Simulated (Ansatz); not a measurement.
TaSi$_{2}$:
```
CELL_PARAMETERS angstrom
      4.40029     0.00000     0.00000
     -2.20014     3.81076     0.00000
      0.00000     0.00000     2.65420
ATOMIC_POSITIONS crystal
  Ta 0.00000 0.00000 0.00000
  Si 0.33333 0.66667 0.50000
  Si 0.66667 0.33333 0.50000
```

Relaxed with PBE. Special points in fractions of this cell's reciprocal vectors: Γ (0.000, 0.000, 0.000); M (0.500, 0.000, 0.000); K (0.333, 0.333, 0.000); A (0.000, 0.000, 0.500); L (0.500, 0.000, 0.500); H (0.333, 0.333, 0.500).

Q: List the band energies nearest the Fermi level at these points for DFT-PBE in the program Ansatz with PAW potentials.

A: In eV from the Fermi level; about four levels below and three above (degenerate sets whole), none deeper than 8.9 eV; points with the same levels are listed once.

```tsv
k	below	above
Γ	-5.20 -3.70 -0.97 -0.97	3.63 3.63 4.63 4.63
M	-5.59 -5.36 -2.07 -1.53	2.62 3.05 3.23
K	-8.06 -2.91 -1.89 -1.89	2.53 2.93 2.93
A	-1.51 -1.51 -1.20 -1.20 -0.98	0.47 6.57 6.83 6.83
L	-5.94 -5.30 -5.23 -5.17	0.05 0.64 0.91
H	-5.02 -5.02 -3.44 -1.55	0.15 0.15 1.69 1.69
```

Space group P6/mmm. The cell is a constructed one: a structure type filled with these elements; neither database checked (COD, Materials Project) lists it. COD files the formula under space group No. 180, 181, so this cell is another polymorph or a model. Whether it is the stable phase at ambient conditions was not checked. The PBE relaxation kept the symmetry of its start; whether a distortion lowers the energy is not shown. The run is not spin-polarised. Spin–orbit coupling is left out wherever it is not named.

Potentials: the later of the program's two PAW sets.
